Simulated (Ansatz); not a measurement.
YBRh₃ squeezed and stretched

A database entry relaxed whole under r2SCAN (Pm-3m):

```
Y B Rh
1.0
     4.17641    0.00000    0.00000
     0.00000    4.17641    0.00000
     0.00000    0.00000    4.17641
Y B Rh
1 1 3
Direct
  0.00000 0.00000 0.00000
  0.50000 0.50000 0.50000
  0.00000 0.50000 0.50000
  0.50000 0.00000 0.50000
  0.50000 0.50000 0.00000
```

The cell was scaled uniformly, its shape held, and the atoms relaxed at each volume with plane-wave PAW DFT (Ansatz 0.2.0; r2SCAN, 500 eV, 8×8×8 Γ-centred mesh, fermi-dirac occupations of width 0.100 eV; no spin, no spin-orbit coupling). One row is withheld.

```
volume (Å³/atom)  energy over the lowest (meV/atom)  pressure (GPa)
          13.695                               35.1           13.91
          13.987                               14.8            8.74
          14.278                                3.4            4.12
          14.569                                0.0           -0.01
          14.861                                  ?               ?
          15.152                               13.8           -7.02
          15.443                               29.5           -9.98
```

**Question.** Fit the pressures of the other rows to the third-order Birch-Murnaghan form.

**Answer.** With f = [(V₀/V)^(2/3) − 1]/2 and P = 3B₀f(1 + 2f)^(5/2)[1 + 3(B₀′ − 4)f/2], least squares gives V₀ = 14.57 Å³ an atom, B₀ = 195 GPa and B₀′ = 4.5; the rows miss the fit by less than 0.01 GPa. The slope of the energies differs from these pressures by 0.14 GPa, since they are taken to zero smearing while pressures follow the free energy.

**Question.** What does the withheld row hold?

**Answer.** The fit gives -3.71 GPa at 14.861 Å³; the run gave -3.71 GPa and 3.7 meV an atom.

Caveats: the shape of the cell was held; 0 K, fixed nuclei; the symmetry was kept, and this need not be the phase that is stable at 0 K; one mesh for all volumes; pressure is positive in compression.
